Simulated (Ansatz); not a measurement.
V (bcc (W type), Im-3m) at seven volumes, r²SCAN+D4 (plane waves, PAW; program Ansatz), scaled uniformly. One row is withheld.

```
V (Å³/atom)  P (GPa)
-----------  -------
12.014         21.85
12.410             ?
12.806          6.26
13.203         -0.01
13.599         -5.45
13.995        -10.17
14.391        -14.26
```

Problem. Fit the shown pressures and predict the withheld one.

Solution. P = (3/2)B₀(x^(7/2) − x^(5/2))[1 + (3/4)(B′ − 4)(x − 1)] with x = (V₀/V)^(2/3). Least squares on the six rows gives V₀ = 13.202 Å³/atom, B₀ = 194 GPa, B′ = 3.74. At V = 12.410, x = 1.0421 and P = 13.47 GPa. The run itself gave 13.49 GPa.

The cell was relaxed with r²SCAN+D4 under the symmetry of its start. The workflow began spin-polarised and lost its moments. The pairwise dispersion correction was not fitted to metals.

Potentials: the earlier of the program's two PAW sets.
